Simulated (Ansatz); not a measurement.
A geometry of Ga away from equilibrium: the start of the relaxation of a generated cell, Ga built in the black-P structure type. Level of theory: r2SCAN (plane waves to 500 eV, PAW, scalar-relativistic; Ansatz, a quantum-chemistry and plane-wave program). Γ-centred k-mesh 10×10×7 on the run's cell (coarser than for final values), Fermi–Dirac smearing 0.05 eV.

```xyz
4
Lattice="1.7217 -5.4442 0.0000 1.7217 5.4442 0.0000 0.0000 0.0000 4.5477" Properties=species:S:1:pos:R:3:forces:R:3 pbc="T T T" free_energy=-15158.187 pressure_GPa=10.5
Ga     1.7217     1.1071     2.6402    0.0000    1.6289   -1.8073
Ga     1.7217    -1.1071     1.9075    0.0000   -1.6289    1.8073
Ga     1.7217    -4.3371     4.1814    0.0000    1.6289    1.8073
Ga     1.7217     4.3371     0.3664    0.0000   -1.6289   -1.8073
```

Positions in Å, forces in eV/Å, free energy of the cell in eV (comparable only within this code, potentials and settings). Largest force: 2.43 eV/Å, on Ga1, Ga2, Ga3, Ga4 (atoms numbered as listed); the geometry lies 0.62 eV/atom above the end of its relaxation.

No spin polarisation in the result.

The run could not lose the symmetry of its start: the end is stationary, and may be a saddle point rather than a minimum.

The end of the path is a generated cell of Ga: the first start was made by placing the elements on the sites of a structure type, and the end was not matched to a known phase here, so it may be hypothetical. Known forms of Ga include space group No. 64.
